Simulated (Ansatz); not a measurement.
Y$_{3}$In$_{5}$:
Space group Cmcm (No. 63); a = 9.884 Å, b = 8.053 Å, c = 10.368 Å, α = 90.00°, β = 90.00°, γ = 90.00°

| atom | site | symmetry | x | y | z |
|---|---|---|---|---|---|
| Y | 4c | m2m | 0.0000 | 0.6261 | 0.2500 |
| Y | 8e | 2.. | 0.2031 | 0.0000 | 0.0000 |
| In | 4c | m2m | 0.0000 | 0.0099 | 0.2500 |
| In | 8f | m.. | 0.0000 | 0.3097 | 0.0466 |
| In | 8g | ..m | 0.2157 | 0.2919 | 0.2500 |
(The calculation used a cell of 16 atoms; values per cell refer to that cell.)

Relaxed with r²SCAN.

### Question
Which orbitals make up the states near the Fermi level in r²SCAN in the plane-wave PAW code Ansatz?

### Answer
Within 0.5 eV of the Fermi level: Y 4d 57 %, In 5p 35 %. Projections are on Löwdin-orthogonalised atomic valence shells; empty p or d shells of many metals are not among them.

### Question
Tabulate the density of states.

### Answer
States/eV per cell of 16 atoms, in 0.25 eV bins, energy from the Fermi level.

```csv
E (eV),total,Y 4d,In 5p,In 5s
-7.85,1.89,0.14,0.59,1.04
-7.60,0.18,0.02,0.06,0.10
-7.35,0.00,0.00,0.00,0.00
-7.10,0.20,0.01,0.06,0.09
-6.85,3.50,0.19,1.12,1.59
-6.60,6.47,0.47,2.09,3.00
-6.35,4.52,0.42,1.42,2.20
-6.10,5.38,0.61,1.62,2.71
-5.85,5.60,0.84,1.64,2.76
-5.60,6.17,1.09,1.76,2.96
-5.35,5.08,0.90,1.49,2.41
-5.10,4.42,0.84,1.35,2.00
-4.85,3.96,0.80,1.17,1.80
-4.60,3.26,0.69,0.94,1.49
-4.35,1.72,0.39,0.49,0.76
-4.10,4.90,1.15,1.41,2.12
-3.85,4.56,1.09,1.36,1.87
-3.60,3.51,0.83,1.27,1.14
-3.35,1.53,0.33,0.71,0.36
-3.10,3.81,0.69,2.24,0.46
-2.85,6.34,1.12,4.06,0.51
-2.60,5.75,1.12,3.56,0.57
-2.35,7.84,1.67,4.89,0.65
-2.10,6.84,1.56,4.34,0.49
-1.85,9.21,2.32,5.93,0.47
-1.60,12.15,3.71,7.41,0.53
-1.35,12.65,4.62,7.16,0.46
-1.10,9.92,4.03,5.15,0.41
-0.85,9.07,4.12,4.23,0.42
-0.60,10.50,5.29,4.47,0.41
-0.35,9.92,5.36,3.86,0.37
-0.10,7.95,4.57,2.78,0.31
0.15,7.44,4.36,2.50,0.33
0.40,7.41,4.49,2.34,0.31
0.65,8.08,4.91,2.48,0.36
0.90,7.31,4.70,1.98,0.31
1.15,4.98,3.04,1.31,0.35
1.40,7.74,4.81,1.92,0.57
1.65,11.15,7.02,2.59,0.86
1.90,11.91,7.88,2.38,0.87
2.15,12.89,8.59,2.29,1.00
2.40,13.12,8.82,2.38,0.96
2.65,14.68,9.93,2.53,1.16
2.90,16.58,11.56,2.57,1.34
3.15,16.14,10.40,2.70,1.65
3.40,17.18,10.39,3.01,2.06
3.65,17.93,10.87,3.23,2.14
3.90,15.36,8.98,3.07,1.70
4.15,15.02,8.45,2.85,1.78
4.40,17.02,8.86,3.79,2.17
```

The workflow started from a Materials Project entry (that database holds measured and hypothetical structures alike); the Crystallography Open Database copy checked does not list it. Its standing as an ambient phase is unchecked. The cell was relaxed with r²SCAN under the symmetry of its start; whether a distortion lowers the energy is not shown. The run is not spin-polarised. Axis ratios of metals converge slowly with the k-mesh, so a and c are less sure than the volume. Scalar-relativistic: spin–orbit coupling is off unless named, which matters more the heavier the elements.

Potentials: the earlier of the program's two PAW sets.
